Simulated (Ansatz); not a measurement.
Input file for Ansatz (an electronic-structure program):

Ansatz 0.2 input:
```yaml
crystal:
  lattice:
    - [0.0, 2.9734880515, 2.9734880515]
    - [2.9734880515, 0.0, 2.9734880515]
    - [2.9734880515, 2.9734880515, 0.0]
  atoms:
    - { symbol: Mg, position: [0.0, 0.0, 0.0] }
    - { symbol: Se, position: [0.75, 0.75, 0.75] }
kpoints:
  mp_grid: { grid: [7, 7, 7] }
  band_path:
    path:
      - [[0.0, 0.0, 0.0], [0.5, 0.0, 0.5], [0.625, 0.25, 0.625]]  # Γ-X-U
      - [[0.375, 0.375, 0.75], [0.0, 0.0, 0.0], [0.5, 0.5, 0.5], [0.5, 0.25, 0.75], [0.5, 0.0, 0.5]]  # K-Γ-L-W-X
      - [VBM, CBM]
    npoints: 12
hamiltonian:
  xc: r2scan
  pseudopotentials: { kind: paw }
magnetization: { noncollinear: true, spin_orbit: true }
scf:
  n_extra_bands: 12
  convergence: { dr2_threshold: 0.0000000001 }
  occupations: { method: gaussian, width: 0.01 }
checkpoint: { write: soc.run }
output: { eigenvalues: true }
```

Output (shortened):

```
Pseudopotential: Mg, paw_fr, valence charge 10
Pseudopotential: Se, paw_fr, valence charge 16
Functional definition: r2SCAN
non-collinear run that drives no moment, with spin-orbit …
Crystal: 2 atoms, lattice volume = 52.581 Å³
Basis set: ecut = 500 eV, 1363 PW (Γ), exchange–correlation on 128×128×128 points (64 copies of the dense FFT grid, shifted against one another)
Bands: 38, of which v1, the nominal top of the filled ones, is band 26 counted from 1 (25 counted from 0)
Symmetry: 24 space group operations + 24 with time reversal
k-points: 20 of 343 (time reversal used)
Projection manifold: j_resolved (fully-relativistic pseudo-atomic orbitals)
iter 1 solved again at ethr=2.86e-3 eV; its pass at ethr=3.10e-3 eV (dr2=7.45e-1 eV) is discarded
SCF iter   1: F=—  HF=-7404.095178 eV  |F-HF|=—  |Δ(HF+E_count)|=         —  Δρ=4.74e-2  dr2=7.52e-1  dr2_τ=1.36e-3  dr2_m=0.00e0 (ungated)  ethr=2.86e-3  |M|=0.00e0 ∫|m|=0.00e0 μB  |m|>n=0.0e0 m-floor=0.0e0 τ_xc=0.0e0  β_m=0.30  ⟨swp⟩=1.5  Hψ=5915  notcnv=0
preconditioner: auto → none
SCF iter   2: F=—  HF=-7404.066672 eV  |F-HF|=—  |Δ(HF+E_count)|=   2.85e-2  Δρ=2.96e-2  dr2=2.98e-1  dr2_τ=1.18e-3  dr2_m=0.00e0 (ungated)  ethr=2.86e-3  |M|=0.00e0 ∫|m|=0.00e0 μB  |m|>n=0.0e0 m-floor=0.0e0 τ_xc=0.0e0  β_m=0.52  ⟨swp⟩=2.2  Hψ=1011  notcnv=0
SCF iter   3: F=—  HF=-7404.098028 eV  |F-HF|=—  |Δ(HF+E_count)|=   3.14e-2  Δρ=4.46e-3  dr2=6.85e-3  dr2_τ=1.15e-4  dr2_m=0.00e0 (ungated)  ethr=1.15e-3  |M|=0.00e0 ∫|m|=0.00e0 μB  |m|>n=0.0e0 m-floor=0.0e0 τ_xc=0.0e0  β_m=0.60  ⟨swp⟩=3.0  Hψ=1528  notcnv=0
SCF iter   4: F=—  HF=-7404.103903 eV  |F-HF|=—  |Δ(HF+E_count)|=   5.87e-3  Δρ=6.78e-4  dr2=3.12e-4  dr2_τ=5.36e-6  dr2_m=0.00e0 (ungated)  ethr=2.64e-5  |M|=0.00e0 ∫|m|=0.00e0 μB  |m|>n=0.0e0 m-floor=0.0e0 τ_xc=0.0e0  β_m=0.59  ⟨swp⟩=3.5  Hψ=1560  notcnv=0
SCF iter   5: F=—  HF=-7404.104040 eV  |F-HF|=—  |Δ(HF+E_count)|=   1.37e-4  Δρ=2.15e-4  dr2=1.85e-5  dr2_τ=1.31e-7  dr2_m=0.00e0 (ungated)  ethr=1.20e-6  |M|=0.00e0 ∫|m|=0.00e0 μB  |m|>n=0.0e0 m-floor=0.0e0 τ_xc=0.0e0  β_m=0.70  ⟨swp⟩=2.0  Hψ=1480  notcnv=0
SCF iter   6: F=—  HF=-7404.104052 eV  |F-HF|=—  |Δ(HF+E_count)|=   1.16e-5  Δρ=3.53e-5  dr2=2.28e-7  dr2_τ=4.22e-9  dr2_m=0.00e0 (ungated)  ethr=7.13e-8  |M|=0.00e0 ∫|m|=0.00e0 μB  |m|>n=0.0e0 m-floor=0.0e0 τ_xc=0.0e0  β_m=0.75  ⟨swp⟩=2.1  Hψ=1055  notcnv=0
SCF iter   7: F=—  HF=-7404.104052 eV  |F-HF|=—  |Δ(HF+E_count)|=   1.99e-7  Δρ=3.87e-6  dr2=7.22e-9  dr2_τ=7.89e-11  dr2_m=0.00e0 (ungated)  ethr=8.77e-10  |M|=0.00e0 ∫|m|=0.00e0 μB  |m|>n=0.0e0 m-floor=0.0e0 τ_xc=0.0e0  β_m=0.84  ⟨swp⟩=2.0  Hψ=1280  notcnv=0…
SCF iter   8: F=-7404.104052 eV  HF=-7404.104052 eV  |F-HF|=7.09e-11  |Δ(HF+E_count)|=   4.81e-9  Δρ=5.49e-7  dr2=9.12e-11  dr2_τ=1.40e-12  dr2_m=0.00e0 (ungated)  ethr=1.00e-12  |M|=0.00e0 ∫|m|=0.00e0 μB  |m|>n=0.0e0 m-floor=0.0e0 τ_xc=0.0e0  ⟨swp⟩=2.1  Hψ=2284  notcnv=0
SCF 1 converged in 8 iterations: F = -7404.104052 eV  dr2 = 9.12e-11
NSCF: frozen V_eff on 16 k-points
NSCF: frozen V_eff on 16 k-points
NSCF: frozen V_eff on 13 k-points
NSCF: frozen V_eff on 2 k-points
NSCF: frozen V_eff on 2 k-points
NSCF: frozen V_eff on 2 k-points
NSCF: frozen V_eff on 2 k-points
NSCF: frozen V_eff on 2 k-points
NSCF: frozen V_eff on 87 k-points
SCF converged after 8 iterations
Magnetization: |M| = 0.0000 μB,  M = (+0.0000, +0.0000, +0.0000) μB
Absolute magnetization: 0.0000 μB (∫|m|)
  site 0: m = (+0.0000, +0.0000, +0.0000) μB, |m| = 0.0000 μB  (R = 1.06 Å)
  site 1: m = (+0.0000, +0.0000, +0.0000) μB, |m| = 0.0000 μB  (R = 1.06 Å)
Free energy (F): -7404.104052 eV
Harris-Foulkes:  -7404.104052 eV  (|F-HF|=7.09e-11)
Internal energy: -7404.104052 eV  (E = F + TS)
E sigma→0 (E₀):  -7404.104052 eV
Fermi energy:    5.584758 eV
--- Per-component energies (eV) ---
  E_band       = -800.695647
  E_kinetic    = 195.673532
  E_local      = -4411.765461  (includes V_loc(G=0)·N_el)
  E_nonlocal   = -500.394310
  E_hartree    = 1945.137364
  E_xc         = -126.514868
  E_vxc        = -146.512905  (∫ρ·V_xc dr)
  E_paw        = -2217.716130  (= ΣΔE_a)
  E_vpaw       = 164.226383  (= ΣTr[D̂ρ^β])
  E_aug_tail   = -0.000207  (compensation charges beyond the density's cutoff)
  E_vtau       = 7.802411  (kinetic-family band-sum trace: ∫τ·v_τ [+ j·A + Jᵃ·Aᵃ] dr)
  E_ewald      = -2286.749416
  E_core_change = -1.774558  (= ΣΔE_core)
  E_smearing   =  0.000000  (= −TS)
  E_closure    =  0.000000  (closes the sum)
  Σ components = -7404.104052   (vs F -7404.104052, Δ=0.00e0)
  [band-id]    e_kinetic+e_local+e_nonlocal+2·e_hartree+e_vxc+e_vpaw+e_augmentation_tail+e_vtau = -800.695827   (vs E_band -800.695647, Δ=-1.80e-4)
--- Band table (eV; the first three rows and the last of 20) ---
  k-point 0: bands = ["-73.3016", "-73.3016", "-42.8495", "-42.8495", "-42.8495", "-42.8495", "-41.9559", "-41.9559", "-41.9526", "-41.9526", "-41.9526", "-41.9526", "-38.5958", "-38.5958", "-38.3064", "-38.3064", "-38.3064", "-38.3064", "-8.1404", "-8.1404", …
  k-point 1: bands = ["-73.3016", "-73.3016", "-42.8495", "-42.8495", "-42.8495", "-42.8495", "-41.9559", "-41.9559", "-41.9526", "-41.9525", "-41.9525", "-41.9525", "-38.5959", "-38.5959", "-38.3066", "-38.3066", "-38.3064", "-38.3064", "-8.0420", "-8.0420", …
  k-point 2: bands = ["-73.3016", "-73.3016", "-42.8495", "-42.8495", "-42.8493", "-42.8493", "-41.9557", "-41.9557", "-41.9525", "-41.9525", "-41.9525", "-41.9524", "-38.5963", "-38.5963", "-38.3072", "-38.3072", "-38.3066", "-38.3066", "-7.8035", "-7.8035", …
  k-point 19: bands = ["-73.3015", "-73.3015", "-42.8494", "-42.8494", "-42.8493", "-42.8492", "-41.9556", "-41.9554", "-41.9525", "-41.9524", "-41.9523", "-41.9523", "-38.5972", "-38.5967", "-38.3081", "-38.3075", "-38.3073", "-38.3072", "-7.3773", …
```

Cost: roughly 40 core-seconds on shared cores.

Space group F-43m (zinc blende). The first step of the workflow began from a Materials Project structure, measured or hypothetical; the Crystallography Open Database copy checked does not list it. COD files the formula under space group No. 225, so this cell is another polymorph or a model. Its standing as an ambient phase is unchecked. Symmetry was held in the r²SCAN relaxation; its stability against distortions is not shown here.

Potentials: the later of the program's two PAW sets.

Ansatz is a plane-wave DFT program.
